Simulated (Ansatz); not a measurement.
Lattice dynamics at Γ of HfSnO₄ (rutile sites, Cmmm)

Perturbation theory with PBEsol in Ansatz 0.2.0 on the PBEsol cell, ground state and force constants on a 4×4×6 mesh. Spin-unpolarised throughout. Whether this structure exists isn't addressed.

The symmetry is Cmmm (No. 65, orthorhombic); conventional cell a = 6.785 Å, b = 6.836 Å, c = 3.198 Å, 12.36 Å³ an atom. Hf is surrounded by 6 O at 2.07–2.09 Å; Sn is surrounded by 6 O at 2.07–2.08 Å; O is surrounded by 2 Sn at 2.08 Å and 1 Hf at 2.09 Å; O is surrounded by 1 Sn at 2.07 Å and 2 Hf at 2.07 Å.

```
CELL_PARAMETERS angstrom
3.41809 -3.39236 0.00000
3.41809 3.39236 0.00000
0.00000 0.00000 3.19844
ATOMIC_POSITIONS crystal
Hf 0.50000 0.50000 0.50000
Sn 0.00000 0.00000 0.00000
O 0.19446 0.19446 0.50000
O 0.80554 0.80554 0.50000
O 0.69482 0.30518 0.00000
O 0.30518 0.69482 0.00000
```

Optical modes without the longitudinal term:

| ω (cm⁻¹) | degeneracy | IR intensity, summed over the level ((D/Å)²/amu) |
| --- | --- | --- |
| 116 | 1 | 0.80 |
| 120 | 1 | 0.00 |
| 211 | 1 | 7.46 |
| 219 | 1 | 16.73 |
| 248 | 1 | 2.42 |
| 268 | 1 | 9.43 |
| 338 | 1 | 48.35 |
| 371 | 1 | 0.00 |
| 419 | 1 | 0.00 |
| 481 | 1 | 2.56 |
| 482 | 1 | 0.00 |
| 507 | 1 | 28.87 |
| 532 | 1 | 26.32 |
| 611 | 1 | 0.00 |
| 755 | 1 | 0.00 |

All optical modes at Γ are real, from 116 to 755 cm⁻¹ without the longitudinal term; this says nothing of other wave vectors. The long-range field leaves the highest mode where it is. The program warns that the force constants, and all that is formed from them, aren't settled on this k mesh. Of the real levels 9 are infrared active, the strongest at 338 cm⁻¹.

The clamped-ion dielectric constant comes out as 4.47, 4.38 and 4.98 along x, y and z. With the ions relaxed, ε⁰ is 18.9, 15.7 and 19.2 along x, y and z. Born charges, averaged over directions: Hf +5.41, Sn +4.47, O -2.58 to -2.36 e. The program notes that the ground state's band table doesn't vouch for all the bands that the response reads.

For comparison, on the r2SCAN cell the mean ε∞ is 4.18 with r2SCAN (ground state on 4×4×6; least gap 3.05 eV).

Spin-orbit coupling is left out, which matters wherever the heavy atoms make up the band edges.
